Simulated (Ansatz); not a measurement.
Given:

AlOs:
```yaml
crystal:
  lattice:
    - [2.99267, 0.00000, 0.00000]
    - [0.00000, 2.99267, 0.00000]
    - [0.00000, 0.00000, 2.99267]
  atoms:
    - { symbol: Al, position: [0.00000, 0.00000, 0.00000] }
    - { symbol: Os, position: [0.50000, 0.50000, 0.50000] }
```

This is the PBEsol-relaxed structure.

All from DFT-PBEsol in the program Ansatz with PAW potentials, unless another level is named. Predict the density of states at the Fermi level.

0.65 states/eV per atom (mean over ±0.08 eV).

What about the formation energy from the elements (no fitted shifts)?

-0.35 eV/atom.

Predict the gap with spin–orbit coupling.

none (metallic).

Space group Pm-3m (CsCl type). The workflow started from a Materials Project entry (that database holds measured and hypothetical structures alike); the Crystallography Open Database copy checked does not list it. With Al and Os taken as one species the cell has the higher symmetry Im-3m, so it may be an ordered model of a mixed-site phase. Whether it is the stable phase at ambient conditions was not checked. The cell was relaxed with PBEsol under the symmetry of its start; of distortions, only those at the zone centre were tested. The run is not spin-polarised. The references are the lowest solids computed at this level, not always the standard phases. Spin–orbit coupling is left out wherever it is not named.

Potentials: the later of the program's two PAW sets.
